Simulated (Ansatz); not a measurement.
**Run record: EuFe$_{2}$As$_{2}$**

The cell (10 atoms) is EuFe$_{2}$As$_{2}$ as a measured crystal structure (space group I4/mmm, primitive cell doubled). Sizeable forces remain on the atoms, so the positions aren't those of the computed minimum. The computed pressure is over 10 GPa in size, so the cell is far from the computed equilibrium volume. Source: COD entry 9015766; it may be a high-temperature, high-pressure or metastable form.

All numbers below come from Ansatz, DFT, LDA, PAW, plane waves, scalar-relativistic.

Input:

```yaml
crystal:
  lattice:
    - [-1.9531, 1.9531, 6.06235]
    - [1.9531, -1.9531, 6.06235]
    - [3.9062, 3.9062, -12.1247]
  atoms:
    - { symbol: Eu, position: [0.0, 0.0, 0.0], spin: 7.0, spin_axis: [7.0, 0.0, 0.0] }
    - { symbol: Eu, position: [0.0, 0.0, 0.5], spin: 7.0, spin_axis: [7.0, 0.0, 0.0] }
    - { symbol: Fe, position: [0.25, 0.75, 0.25], spin: 4.0, spin_axis: [0.003, 4.0, 0.0] }
    - { symbol: Fe, position: [0.25, 0.75, 0.75], spin: 4.0, spin_axis: [0.003, 4.0, 0.0] }
    - { symbol: Fe, position: [0.75, 0.25, 0.25], spin: 4.0, spin_axis: [-0.01, -4.0, 0.0] }
    - { symbol: Fe, position: [0.75, 0.25, 0.75], spin: 4.0, spin_axis: [-0.01, -4.0, 0.0] }
    - { symbol: As, position: [0.3625, 0.3625, 0.0] }
    - { symbol: As, position: [0.3625, 0.3625, 0.5] }
    - { symbol: As, position: [0.6375, 0.6375, 0.0] }
    - { symbol: As, position: [0.6375, 0.6375, 0.5] }
hamiltonian:
  xc: lda
  pseudopotentials: { kind: paw }
basis:
  ecutwfc: 420
kpoints:
  mp_grid: { grid: [3, 3, 2] }
scf:
  occupations: { method: fermi_dirac, width: 0.05 }
  lower_state_search: "off"
  max_iter: 150
output:
  forces: true
  stress: true
magnetization:
  noncollinear: true
```

Command:
```sh
ansatz run input.yaml --threads 4 --pin off --max-ram 9216MiB --backend cpu --events-out ev --progress --plain --runs-dir out
```

What the program printed (shortened):

```
Warning: crystal.symmetry: narrowed to the stabiliser of the k-point mesh — unitary ops 8 → 4, anti-unitary 8 → 4; excluded 8 operations that carry a point of the 3×3×2 mesh (shift [0, 0, 0]) off the mesh (the run samples exactly the mesh kpoints.mp_grid names, as under crystal.symmetry.detect: false, and its converged state has the mesh's symmetry, not the crystal's; [...]
basis.fft_grid_basis auto: the FFT boxes are laid along the combinations [[1, 1, 1], [0, 1, 0], [-1, 1, 0]] of the cell's own vectors, 5.524, 6.662 and 5.524 Å long. The dense box has 40×45×40 points. Along the cell's own vectors, as sized, it would have 45×45×90, 2.53 times as many. [...]
Pseudopotentials: kind: paw
Pseudopotential: Eu, paw, valence charge 17, recommended cutoff 420 eV (normal), Eu.paw.azcp
Pseudopotential: Fe, paw, valence charge 16, recommended cutoff 420 eV (normal), Fe.paw.azcp
Pseudopotential: As, paw, valence charge 15, recommended cutoff 420 eV (normal), As.paw.azcp
Functional definition: SPW92
Crystal: 10 atoms, lattice volume = 185.004 Å³
Basis set: ecut = 420 eV, 3643 PW (Γ), FFT grids on a1+a2+a3, a2, −a1+a2
Bands: 190, of which v1, the nominal top of the filled ones, is band 158 counted from 1 (157 counted from 0)
Symmetry: 4 space group operations + 4 with time reversal
Moments: of one size on atoms that these operations exchange, one fixing the others by the rotation that the starting moments gave each, and all in one plane where the starting moments lie in one or along one axis (crystal.symmetry.detect: false holds none)
k-points: 8 of 18 (time reversal used)
Non-local potential: Eu, projectors of the file, l = 0: 3, l = 1: 2, l = 2: 2, l = 3: 3
Non-local potential: Fe, projectors of the file, l = 0: 3, l = 1: 2, l = 2: 3, l = 3: 1
Non-local potential: As, projectors of the file, l = 0: 2, l = 1: 2, l = 2: 3, l = 3: 1
PAW frozen core: Eu, regenerated for the run's functional, and the local potential with it (the file was generated under x = pbe(κ = 0.804, μ = 0.2195149727645171), c = pbe(β = 0.06672455060314922))
PAW frozen core: Fe, regenerated for the run's functional, and the local potential with it (the file was generated under x = pbe(κ = 0.804, μ = 0.2195149727645171), c = pbe(β = 0.06672455060314922))
PAW frozen core: As, regenerated for the run's functional, and the local potential with it (the file was generated under x = pbe(κ = 0.804, μ = 0.2195149727645171), c = pbe(β = 0.06672455060314922))
Initial density: superposition of atomic densities (chi_scale 0.1, normalization cell)
Starting moments: Σ|m| = 30 μB on 6 of 10 sites
Initial wavefunctions: pseudopotential atomic-orbital guess
Functional: x = slater, c = lda
SCF iter   1: F=—  HF=-53906.985333 eV  |F-HF|=—  |Δ(HF+E_count)|=         —  Δρ=3.66e-1  dr2=1.38e1  dr2_m=6.88e1  ethr=3.10e-3  |M|=1.43e1 ∫|m|=2.39e1 μB  |m|>n=0.0e0 m-floor=0.0e0 τ_xc=8.1e-18  β_m=0.30  ⟨swp⟩=6.0  Hψ=5328  notcnv=0
preconditioner: auto → Kerker (q_TF=auto, 2.657 Å⁻¹)  [metal: Δε(μ)=0.058 eV  Ē_g=7.333 eV  σ=0.050 eV  W_gap=0.26  n_scr=62 (ndim 8)  ℏωp=24.7 eV  f_vac=0.000  D(μ)=8.70/eV (n_scr^D=74)]
spin=Noncollinear: Kerker preconditioning applied to the charge; magnetization (m_x, m_y, m_z) channels mix plain (no charge-response kernel on spin).
SCF iter   2: F=—  HF=-53908.984932 eV  |F-HF|=—  |Δ(HF+E_count)|=    2.00e0  Δρ=2.32e-1  dr2=4.28e0  dr2_m=2.94e1  ethr=3.10e-3  |M|=1.39e1 ∫|m|=2.34e1 μB  |m|>n=0.0e0 m-floor=0.0e0 τ_xc=4.5e-18  β_m=0.30  ⟨swp⟩=3.0  Hψ=2982  notcnv=0  defer=117
SCF iter   3: F=—  HF=-53910.245021 eV  |F-HF|=—  |Δ(HF+E_count)|=    1.26e0  Δρ=1.80e-1  dr2=2.60e0  dr2_m=1.77e1  ethr=2.71e-3  |M|=1.41e1 ∫|m|=2.35e1 μB  |m|>n=0.0e0 m-floor=0.0e0 τ_xc=3.8e-18  β_m=0.30  ⟨swp⟩=2.5  Hψ=1557  notcnv=0  defer=115
SCF iter   4: F=—  HF=-53911.869345 eV  |F-HF|=—  |Δ(HF+E_count)|=    1.62e0  Δρ=1.99e-1  dr2=9.55e1  dr2_m=9.53e0  ethr=1.65e-3  |M|=1.04e1 ∫|m|=1.76e1 μB  |m|>n=0.0e0 m-floor=0.0e0 τ_xc=3.5e-18  β_m=0.30  ⟨swp⟩=3.4  Hψ=2965  notcnv=0  defer=106
SCF iter   5: F=—  HF=-53910.840821 eV  |F-HF|=—  |Δ(HF+E_count)|=    1.03e0  Δρ=1.15e-1  dr2=7.70e-1  dr2_m=6.49e0  ethr=1.65e-3  |M|=1.38e1 ∫|m|=2.25e1 μB  |m|>n=0.0e0 m-floor=0.0e0 τ_xc=3.2e-18  β_m=0.30  ⟨swp⟩=3.4  Hψ=2201  notcnv=0  defer=98
SCF iter   6: F=—  HF=-53911.138206 eV  |F-HF|=—  |Δ(HF+E_count)|=   2.97e-1  Δρ=1.06e-1  dr2=3.78e-1  dr2_m=5.56e0  ethr=4.87e-4  |M|=1.41e1 ∫|m|=2.24e1 μB  |m|>n=0.0e0 m-floor=0.0e0 τ_xc=3.5e-18  β_m=0.30  ⟨swp⟩=3.1  Hψ=2442  notcnv=0  defer=99
SCF iter   7: F=—  HF=-53911.350148 eV  |F-HF|=—  |Δ(HF+E_count)|=   2.12e-1  Δρ=7.45e-2  dr2=3.63e-1  dr2_m=2.96e0  ethr=2.39e-4  |M|=1.40e1 ∫|m|=2.21e1 μB  |m|>n=0.0e0 m-floor=0.0e0 τ_xc=3.4e-18  β_m=0.30  ⟨swp⟩=2.6  Hψ=1865  notcnv=0  defer=107
SCF iter   8: F=—  HF=-53911.444611 eV  |F-HF|=—  |Δ(HF+E_count)|=   9.45e-2  Δρ=4.00e-2  dr2=1.43e-1  dr2_m=1.10e0  ethr=2.30e-4  |M|=1.39e1 ∫|m|=2.18e1 μB  |m|>n=0.0e0 m-floor=0.0e0 τ_xc=3.4e-18  β_m=0.30  ⟨swp⟩=3.5  Hψ=2655  notcnv=0  defer=107
SCF iter   9: F=—  HF=-53911.523049 eV  |F-HF|=—  |Δ(HF+E_count)|=   7.84e-2  Δρ=3.93e-2  dr2=1.86e-1  dr2_m=1.03e0  ethr=9.03e-5  |M|=1.40e1 ∫|m|=2.17e1 μB  |m|>n=0.0e0 m-floor=0.0e0 τ_xc=3.4e-18  β_m=0.30  ⟨swp⟩=2.8  Hψ=2898  notcnv=0  defer=106
SCF iter  10: F=—  HF=-53911.552735 eV  |F-HF|=—  |Δ(HF+E_count)|=   2.97e-2  Δρ=2.37e-2  dr2=5.73e-2  dr2_m=3.91e-1  ethr=9.03e-5  |M|=1.39e1 ∫|m|=2.15e1 μB  |m|>n=0.0e0 m-floor=0.0e0 τ_xc=3.4e-18  β_m=0.30  ⟨swp⟩=2.9  Hψ=2829  notcnv=0  defer=106
SCF iter  11: F=—  HF=-53911.575211 eV  |F-HF|=—  |Δ(HF+E_count)|=   2.25e-2  Δρ=2.17e-2  dr2=9.50e-3  dr2_m=3.50e-1  ethr=3.63e-5  |M|=1.40e1 ∫|m|=2.14e1 μB  |m|>n=0.0e0 m-floor=0.0e0 τ_xc=3.4e-18  β_m=0.30  ⟨swp⟩=2.5  Hψ=2291  notcnv=0  defer=106
[... 12 iterations left out ...]
SCF iter  24: F=—  HF=-53911.693588 eV  |F-HF|=—  |Δ(HF+E_count)|=   3.61e-5  Δρ=1.55e-3  dr2=6.14e-3  dr2_m=2.73e-4  ethr=5.97e-7  |M|=1.51e1 ∫|m|=1.87e1 μB  |m|>n=0.0e0 m-floor=0.0e0 τ_xc=7.1e-18  β_m=0.82  ⟨swp⟩=2.0  Hψ=2547  notcnv=0  defer=112
SCF iter  25: F=—  HF=-53911.693307 eV  |F-HF|=—  |Δ(HF+E_count)|=   2.81e-4  Δρ=6.34e-4  dr2=1.09e-3  dr2_m=3.09e-5  ethr=5.97e-7  |M|=1.52e1 ∫|m|=1.86e1 μB  |m|>n=0.0e0 m-floor=0.0e0 τ_xc=7.5e-18  β_m=0.80  ⟨swp⟩=2.0  Hψ=2331  notcnv=0  defer=112
SCF iter  26: F=—  HF=-53911.693349 eV  |F-HF|=—  |Δ(HF+E_count)|=   4.13e-5  Δρ=8.21e-4  dr2=1.38e-3  dr2_m=3.80e-5  ethr=5.97e-7  |M|=1.51e1 ∫|m|=1.86e1 μB  |m|>n=0.0e0 m-floor=0.0e0 τ_xc=7.0e-18  β_m=0.58  ⟨swp⟩=2.0  Hψ=2160  notcnv=0  defer=112
SCF iter  27: F=—  HF=-53911.693278 eV  |F-HF|=—  |Δ(HF+E_count)|=   7.05e-5  Δρ=1.70e-4  dr2=4.45e-5  dr2_m=1.24e-5  ethr=5.97e-7  |M|=1.50e1 ∫|m|=1.86e1 μB  |m|>n=0.0e0 m-floor=0.0e0 τ_xc=6.8e-18  β_m=0.41  ⟨swp⟩=2.0  Hψ=1939  notcnv=0  defer=112
SCF iter  28: F=—  HF=-53911.693182 eV  |F-HF|=—  |Δ(HF+E_count)|=   9.65e-5  Δρ=7.47e-5  dr2=1.18e-5  dr2_m=1.69e-6  ethr=2.82e-8  |M|=1.51e1 ∫|m|=1.86e1 μB  |m|>n=0.0e0 m-floor=0.0e0 τ_xc=6.9e-18  β_m=0.59  ⟨swp⟩=2.1  Hψ=2768  notcnv=0  defer=112
SCF iter  29: F=—  HF=-53911.693182 eV  |F-HF|=—  |Δ(HF+E_count)|=   5.51e-7  Δρ=5.25e-5  dr2=7.20e-6  dr2_m=2.45e-7  ethr=7.46e-9  |M|=1.51e1 ∫|m|=1.86e1 μB  |m|>n=0.0e0 m-floor=0.0e0 τ_xc=7.1e-18  β_m=0.71  ⟨swp⟩=2.0  Hψ=2578  notcnv=0  defer=112
SCF iter  30: F=—  HF=-53911.693182 eV  |F-HF|=—  |Δ(HF+E_count)|=   1.26e-7  Δρ=4.38e-5  dr2=4.34e-6  dr2_m=3.39e-7  ethr=4.56e-9  |M|=1.51e1 ∫|m|=1.86e1 μB  |m|>n=0.0e0 m-floor=0.0e0 τ_xc=7.0e-18  β_m=0.55  ⟨swp⟩=2.0  Hψ=1721  notcnv=0  defer=112
SCF iter  31: F=—  HF=-53911.693182 eV  |F-HF|=—  |Δ(HF+E_count)|=   3.71e-8  Δρ=9.78e-6  dr2=1.71e-7  dr2_m=2.01e-8  ethr=2.74e-9  |M|=1.51e1 ∫|m|=1.86e1 μB  |m|>n=0.0e0 m-floor=0.0e0 τ_xc=7.1e-18  β_m=0.68  ⟨swp⟩=2.0  Hψ=2452  notcnv=0  defer=112
SCF iter  32: F=—  HF=-53911.693182 eV  |F-HF|=—  |Δ(HF+E_count)|=   2.68e-8  Δρ=1.42e-5  dr2=4.19e-7  dr2_m=5.31e-8  ethr=6.33e-11  |M|=1.51e1 ∫|m|=1.86e1 μB  |m|>n=0.0e0 m-floor=0.0e0 τ_xc=7.0e-18  β_m=0.68  ⟨swp⟩=14.9  Hψ=7642  notcnv=0
SCF iter  33: F=-53911.693182 eV  HF=-53911.693182 eV  |F-HF|=2.22e-8  |Δ(HF+E_count)|=   6.18e-9  Δρ=5.12e-6  dr2=2.09e-8  dr2_m=1.63e-8  ethr=6.33e-11  |M|=1.51e1 ∫|m|=1.86e1 μB  |m|>n=0.0e0 m-floor=0.0e0 τ_xc=7.0e-18  ⟨swp⟩=3.4  Hψ=5314  notcnv=0
SCF 1 converged in 33 iterations: F = -53911.693182 eV  dr2 = 2.09e-8
  greatest PAW one-centre occupation: 1.002 electrons in one spin orbital (limit 2), on the Fe atom at site 5 (counted from 0), in its partial waves of l = 1
SCF converged after 33 iterations
Magnetization: |M| = 15.0836 μB,  M = (+15.0836, -0.0019, +0.0000) μB
Absolute magnetization: 18.5849 μB (∫|m|, with the PAW one-centre terms)
  site 0: m = (+6.7662, -0.0006, +0.0000) μB, |m| = 6.7662 μB  (R = 1.33 Å)
  site 1: m = (+6.7662, -0.0006, +0.0000) μB, |m| = 6.7662 μB  (R = 1.33 Å)
  site 2: m = (+0.2958, +0.9773, +0.0000) μB, |m| = 1.0211 μB  (R = 0.98 Å)
  site 3: m = (+0.2958, +0.9773, +0.0000) μB, |m| = 1.0211 μB  (R = 0.98 Å)
  site 4: m = (+0.2964, -0.9777, +0.0000) μB, |m| = 1.0216 μB  (R = 0.98 Å)
  site 5: m = (+0.2964, -0.9777, +0.0000) μB, |m| = 1.0216 μB  (R = 0.98 Å)
  site 6: m = (-0.0260, +0.0000, +0.0000) μB, |m| = 0.0260 μB  (R = 0.98 Å)
  site 7: m = (-0.0260, +0.0000, +0.0000) μB, |m| = 0.0260 μB  (R = 0.98 Å)
  site 8: m = (-0.0260, +0.0000, +0.0000) μB, |m| = 0.0260 μB  (R = 0.98 Å)
  site 9: m = (-0.0260, +0.0000, +0.0000) μB, |m| = 0.0260 μB  (R = 0.98 Å)
Free energy (F): -53911.693182 eV
Harris-Foulkes:  -53911.693182 eV  (|F-HF|=2.22e-8)
Internal energy: -53911.596419 eV  (E = F + TS)
E sigma→0 (E₀):  -53911.644800 eV
Entropy (-TS):   -0.096764 eV (-9.676 meV/atom)
Fermi energy:    13.526957 eV
--- Per-component energies (eV) ---
  E_band       = -1824.033170
  E_kinetic    = 2536.688143
  E_local      = -21660.780165  (includes V_loc(G=0)·N_el)
  E_nonlocal   = -816.294902
  E_hartree    = 10097.416490
  E_xc         = -1139.404355
  E_vxc        = -1334.555054  (∫ρ·V_xc dr)
  E_paw        = -24615.457181  (= ΣΔE_a)
  E_vpaw       = -743.929617  (= ΣTr[D̂ρ^β])
  E_aug_tail   = 0.003150  (compensation charges beyond the density's cutoff)
  E_ewald      = -18325.944439
  E_core_change = 12.176840  (= ΣΔE_core)
  E_smearing   = -0.096764  (= −TS)
  E_closure    = 0.000000  (closes the sum)
  Σ components = -53911.693182   (vs F -53911.693182, Δ=0.00e0)
--- Forces (eV/Å), atoms counted from 1 ---
  atom   1  Eu    -0.00000397     0.00000397     0.00000000
  atom   2  Eu    -0.00000397     0.00000397     0.00000000
  atom   3  Fe    -0.00352523     0.00352523     0.00000000
  atom   4  Fe    -0.00352523     0.00352523     0.00000000
  atom   5  Fe     0.00352523    -0.00352523    -0.00000000
  atom   6  Fe     0.00352523    -0.00352523    -0.00000000
  atom   7  As     0.02018847     0.02018420    -1.34333111
  atom   8  As     0.02018847     0.02018420    -1.34333111
  atom   9  As    -0.02018420    -0.02018847     1.34333111
  atom  10  As    -0.02018420    -0.02018847     1.34333111
  max |Σ_I F_I| component: 6.03e-7 eV/Å
--- Stress (GPa, compression-positive) ---
      -12.884783       0.132048       0.086589
        0.132048     -12.884783       0.086589
        0.086590       0.086590     -14.272557
  P = ⅓ Tr σ = -13.3474 GPa (-133.474 kbar)
```

Spin–orbit coupling is left out, so orbital moments of the f shell are missing. A semilocal functional without U tends to delocalise d and f electrons. The mesh is coarse, so energy differences (and at times their sign) aren't converged. The mesh has less symmetry than the lattice, which lowers the symmetry of the run.

The run took 84 s on 4 threads of Arm Neoverse V1 (shared host), peak memory 1.9 GiB.
